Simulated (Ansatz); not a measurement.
HfO₂:
```cif
data_Hf4O8
_chemical_formula_sum 'Hf4 O8'
_space_group_name_H-M_alt 'P21/c'
_space_group_IT_number 14
_space_group_name_Hall '-P 2ybc'
_cell_length_a 5.09648
_cell_length_b 5.17804
_cell_length_c 5.27091
_cell_angle_alpha 90.000
_cell_angle_beta 99.618
_cell_angle_gamma 90.000
loop_
_atom_site_label
_atom_site_type_symbol
_atom_site_symmetry_multiplicity
_atom_site_Wyckoff_symbol
_atom_site_fract_x
_atom_site_fract_y
_atom_site_fract_z
_atom_site_occupancy
Hf1 Hf 4 e 0.27715 0.04296 0.20818 1
O1 O 4 e 0.55286 0.25819 0.01998 1
O2 O 4 e 0.07128 0.33744 0.34077 1
```

Relaxed with PBEsol.

Q: Decompose the optical modes at the zone centre into irreducible representations, and say which are infrared and Raman allowed.

A: Point group 2/m: Γ_opt = 9Ag + 8Au + 9Bg + 7Bu. Infrared: Au, Bu. Raman: Ag, Bg.

Q: Assign frequencies (DFPT, plane-wave PAW PBEsol (Ansatz code); without the LO–TO term).

A: Ag 116, Bg 127, Au 130, Ag 130, Ag 144, Bg 163, Au 179, Bu 227, Bg 238, Bu 246, Ag 249, Au 250, Bu 310, Ag 324, Bg 325, Bu 331, Au 343, Ag 376, Bu 385, Bg 391, Au 400, Ag 482, Au 490, Bg 500, Bu 502, Bg 538, Ag 557, Au 591, Bg 617, Au 641, Ag 651, Bu 718, Bg 755 cm⁻¹.

Subscripts of B labels follow the axes of the standard setting.

Space group P2_1/c. The cell was relaxed with PBEsol under the symmetry of its start. No spin polarisation was allowed. Spin–orbit coupling is left out wherever it is not named.

Potentials: the earlier of the program's two PAW sets. The files were generated under PBE; for other functionals the program regenerates the frozen cores, and for LDA and PBEsol the local potential too.
